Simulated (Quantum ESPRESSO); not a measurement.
# Ga4In2HfRh: input and log of a self-consistent run

Computed values, not a measurement. The program is pw.x of Quantum ESPRESSO 7.5 (plane-wave density functional theory). The cell is made up: eight metal atoms on a hexagonal close-packed lattice, with elements, volume, strain and displacements drawn at random and not relaxed, so it may be unstable or far from any real phase. PseudoDojo standard norm-conserving files set the functional (PBE unless stated); there is no spin polarisation or spin-orbit coupling, the Fermi-Dirac width of 0.25 eV means electrons at about 2900 K, and the masses in the input are unused placeholders. Heavy elements are run without spin-orbit coupling, which real alloys of them have. A spin test at this wide smearing found no moment, but such smearing suppresses magnetism that the real alloy may have.

Input:

```
&control calculation='scf', pseudo_dir='./dojo.nc.sr.pbe.v0_5.standard.upf', outdir='./o', disk_io='medium', tprnfor=.true., tstress=.true. /
&system ibrav=0, nat=8, ntyp=4, nbnd=64, ecutwfc=87.97787729, nosym=.true., tot_charge=0,
 occupations='smearing', smearing='fd', degauss=0.0183746611
/
&electrons conv_thr=1.470e-08, electron_maxstep=70, mixing_beta=0.5 /
ATOMIC_SPECIES
Ga 1.0 Ga.upf
Hf 1.0 Hf.upf
In 1.0 In.upf
Rh 1.0 Rh.upf
CELL_PARAMETERS angstrom
3.0038 -0.0131 5.0492
3.185 0.0835 -5.1603
-3.0334 5.3529 0.0042
ATOMIC_POSITIONS angstrom
Ga -0.0332 -0.0422 0.0285
In -1.5347 2.7242 -0.0391
Hf 3.1136 1.9008 -2.6021
Rh 1.6661 4.48 -2.6134
Ga 3.1123 -0.0369 0.0023
In 1.6109 2.6313 -0.1552
Ga 3.0858 1.6996 2.4758
Ga 1.7135 4.514 2.5728
K_POINTS automatic
5 5 4 1 1 1
```

The log is shortened where brackets say so; the opening notice, blank lines, dates and the lines on written files are dropped, and the path of the files is cut. It prints rydbergs, bohrs and kilobars, and counts compression as positive stress. Its total energy is the free energy E - TS of the whole cell.

```
     Program PWSCF v.7.5
     Parallel version (MPI & OpenMP), running on       1 processor cores
     Number of MPI processes:                 1
     Threads/MPI process:                     1
     [start-up lines left out]
     bravais-lattice index     =            0
     lattice parameter (alat)  =      11.1024  a.u.
     unit-cell volume          =    1148.1042 (a.u.)^3
     number of atoms/cell      =            8
     number of atomic types    =            4
     number of electrons       =       107.00
     number of Kohn-Sham states=           64
     kinetic-energy cutoff     =      87.9779  Ry
     charge density cutoff     =     351.9115  Ry
     scf convergence threshold =      1.5E-08
     mixing beta               =       0.5000
     number of iterations used =            8  plain     mixing
     Exchange-correlation= PBE
                           (   1   4   3   4   0   0   0)
     [axes and pseudopotential details left out]
   Cartesian axes
     site n.     atom                  positions (alat units)
         1        Ga     tau(   1) = (  -0.0056509  -0.0071828   0.0048509  )
         2        In     tau(   2) = (  -0.2612188   0.4636816  -0.0066551  )
         3        Hf     tau(   3) = (   0.5299608   0.3235321  -0.4428992  )
         4        Rh     tau(   4) = (   0.2835842   0.7625335  -0.4448226  )
         5        Ga     tau(   5) = (   0.5297395  -0.0062807   0.0003915  )
         6        In     tau(   6) = (   0.2741887   0.4478693  -0.0264163  )
         7        Ga     tau(   7) = (   0.5252290   0.2892862   0.4214019  )
         8        Ga     tau(   8) = (   0.2916520   0.7683206   0.4379121  )
     number of k points=    50  Fermi-Dirac smearing, width (Ry)=  0.0184
                       cart. coord. in units 2pi/alat
        k(    1) = (   0.1871976   0.2432729   0.0056242), wk =   0.0400000
        k(    2) = (   0.1841414   0.5159301   0.0081498), wk =   0.0400000
     [further k points left out]
     Dense  grid:   127977 G-vectors     FFT dimensions: (  72,  72,  72)
     Estimated max dynamical RAM per process >     222.61 MB
     Initial potential from superposition of free atoms
     starting charge     106.9790, renormalised to     107.0000
     Starting wfcs are   74 randomized atomic wfcs
     total cpu time spent up to now is       50.9 secs
     per-process dynamical memory:   117.8 Mb
     Self-consistent Calculation
     iteration #  1     ecut=    87.98 Ry     beta= 0.50
     Davidson diagonalization with overlap
     ethr =  1.00E-02,  avg # of iterations =  3.0
     Threshold (ethr) on eigenvalues was too large:
     Diagonalizing with lowered threshold
     Davidson diagonalization with overlap
     ethr =  1.01E-04,  avg # of iterations =  6.6
     total cpu time spent up to now is      310.8 secs
     total energy              =   -1225.01875703 Ry
     estimated scf accuracy    <       0.12561790 Ry
     iteration #  2     ecut=    87.98 Ry     beta= 0.50
     Davidson diagonalization with overlap
     ethr =  1.17E-04,  avg # of iterations =  2.0
     total cpu time spent up to now is      470.5 secs
     total energy              =   -1225.02289570 Ry
     estimated scf accuracy    <       0.03360480 Ry
     iteration #  3     ecut=    87.98 Ry     beta= 0.50
     Davidson diagonalization with overlap
     ethr =  3.14E-05,  avg # of iterations =  2.8
     total cpu time spent up to now is      604.7 secs
     total energy              =   -1225.01303862 Ry
     estimated scf accuracy    <       0.30728628 Ry
     iteration #  4     ecut=    87.98 Ry     beta= 0.50
     Davidson diagonalization with overlap
     ethr =  3.14E-05,  avg # of iterations =  2.1
     total cpu time spent up to now is      715.4 secs
     total energy              =   -1225.03695009 Ry
     estimated scf accuracy    <       0.00169006 Ry
     iteration #  5     ecut=    87.98 Ry     beta= 0.50
     Davidson diagonalization with overlap
     ethr =  1.58E-06,  avg # of iterations =  7.2
     total cpu time spent up to now is      847.0 secs
     total energy              =   -1225.03717313 Ry
     estimated scf accuracy    <       0.00073738 Ry
     iteration #  6     ecut=    87.98 Ry     beta= 0.50
     Davidson diagonalization with overlap
     ethr =  6.89E-07,  avg # of iterations =  2.9
     total cpu time spent up to now is      941.3 secs
     total energy              =   -1225.03728623 Ry
     estimated scf accuracy    <       0.00034848 Ry
     iteration #  7     ecut=    87.98 Ry     beta= 0.50
     Davidson diagonalization with overlap
     ethr =  3.26E-07,  avg # of iterations =  2.0
     total cpu time spent up to now is     1034.6 secs
     total energy              =   -1225.03733747 Ry
     estimated scf accuracy    <       0.00001386 Ry
     iteration #  8     ecut=    87.98 Ry     beta= 0.50
     Davidson diagonalization with overlap
     ethr =  1.30E-08,  avg # of iterations =  4.6
     total cpu time spent up to now is     1140.6 secs
     total energy              =   -1225.03733999 Ry
     estimated scf accuracy    <       0.00000165 Ry
     iteration #  9     ecut=    87.98 Ry     beta= 0.50
     Davidson diagonalization with overlap
     ethr =  1.54E-09,  avg # of iterations =  3.9
     total cpu time spent up to now is     1236.1 secs
     total energy              =   -1225.03734031 Ry
     estimated scf accuracy    <       0.00000015 Ry
     iteration # 10     ecut=    87.98 Ry     beta= 0.50
     Davidson diagonalization with overlap
     ethr =  1.37E-10,  avg # of iterations =  3.9
     total cpu time spent up to now is     1362.8 secs
     total energy              =   -1225.03734034 Ry
     estimated scf accuracy    <       0.00000005 Ry
     iteration # 11     ecut=    87.98 Ry     beta= 0.50
     Davidson diagonalization with overlap
     ethr =  4.21E-11,  avg # of iterations =  2.0
     total cpu time spent up to now is     1459.5 secs
     End of self-consistent calculation
     [lines on levels left out]
!    total energy              =   -1225.03734034 Ry
     estimated scf accuracy    <          6.3E-09 Ry
     smearing contrib. (-TS)   =      -0.07347270 Ry
     internal energy E=F+TS    =   -1224.96386765 Ry
     The total energy is F=E-TS. E is the sum of the following terms:
     one-electron contribution =    -406.81024877 Ry
     hartree contribution      =     287.30707038 Ry
     xc contribution           =    -313.65460529 Ry
     ewald contribution        =    -791.80608397 Ry
     convergence has been achieved in  11 iterations
     Forces acting on atoms (cartesian axes, Ry/au):
     atom    1 type  1   force =    -0.00492677    0.00250670    0.00435828
     atom    2 type  3   force =     0.00803297    0.00014936    0.02353857
     atom    3 type  2   force =     0.01800253   -0.00203692   -0.02488286
     atom    4 type  4   force =     0.00167770   -0.00013857   -0.00020949
     atom    5 type  1   force =     0.00430212    0.00067208   -0.00133979
     atom    6 type  3   force =    -0.01600601    0.00964570    0.01295866
     atom    7 type  1   force =    -0.00852401   -0.01063468   -0.00477684
     atom    8 type  1   force =    -0.00255852   -0.00016368   -0.00964653
     Total force =     0.049644     Total SCF correction =     0.000315
     Computing stress (Cartesian axis) and pressure
          total   stress  (Ry/bohr**3)                   (kbar)     P=      -62.02
  -0.00039838  -0.00005372   0.00001827          -58.60       -7.90        2.69
  -0.00005372  -0.00044265   0.00001868           -7.90      -65.12        2.75
   0.00001827   0.00001868  -0.00042376            2.69        2.75      -62.34
     init_run     :     48.01s CPU     50.65s WALL (       1 calls)
     electrons    :   1340.90s CPU   1408.64s WALL (       1 calls)
     forces       :     13.94s CPU     14.12s WALL (       1 calls)
     stress       :     53.49s CPU     53.87s WALL (       1 calls)
     [timing details left out]
     PWSCF        :  24m16.94s CPU  25m29.31s WALL
     JOB DONE.
```

In other units: free energy -16667.482 eV for the cell, pressure -6.20 GPa, largest force component 0.640 eV/Å in size. The run took 1531 s of wall time with one process on a shared machine (AMD EPYC, Zen 5, virtual cores), so the time is rough. A rerun of this cell at a higher cutoff and on a denser mesh moved values by no more than 0.004 eV in energy, 0.11 GPa in stress and 0.009 eV/Å in force, and a second program with other atomic files agreed on that cell to 2 % rms in force and 0.5 GPa in pressure.